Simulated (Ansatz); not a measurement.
Relaxed-ion elastic tensor of ZnAu (CsCl type, Pm-3m) in GPa (Voigt order), plane-wave PAW LDA (Ansatz code); density 14.68 g/cm³, 14.83 Å³ per atom.

```
 164   156   156   0.0   0.0   0.0
 156   164   156   0.0   0.0   0.0
 156   156   164   0.0   0.0   0.0
 0.0   0.0   0.0  59.5   0.0   0.0
 0.0   0.0   0.0   0.0  59.5   0.0
 0.0   0.0   0.0   0.0   0.0  59.5
```

**Question.** Is the crystal mechanically stable?

**Answer.** Yes: the smallest eigenvalue of C is 7.5 GPa.

**Question.** Work out the Voigt and Reuss bounds. Is their mean of use?

**Answer.** K_V = 159, K_R = 159; G_V = 37.2, G_R = 8.5 GPa. The bounds lie so far apart that a Hill average or a Debye temperature from it would say little.

Symmetry was held in the LDA relaxation; of distortions, only those at the zone centre were tested. As this level gives no gap, shear constants depend on the k-mesh and smearing (Fermi–Dirac, 0.1 eV here). Scalar-relativistic: spin–orbit coupling is off unless named, which matters more the heavier the elements.

Potentials: the later of the program's two PAW sets.
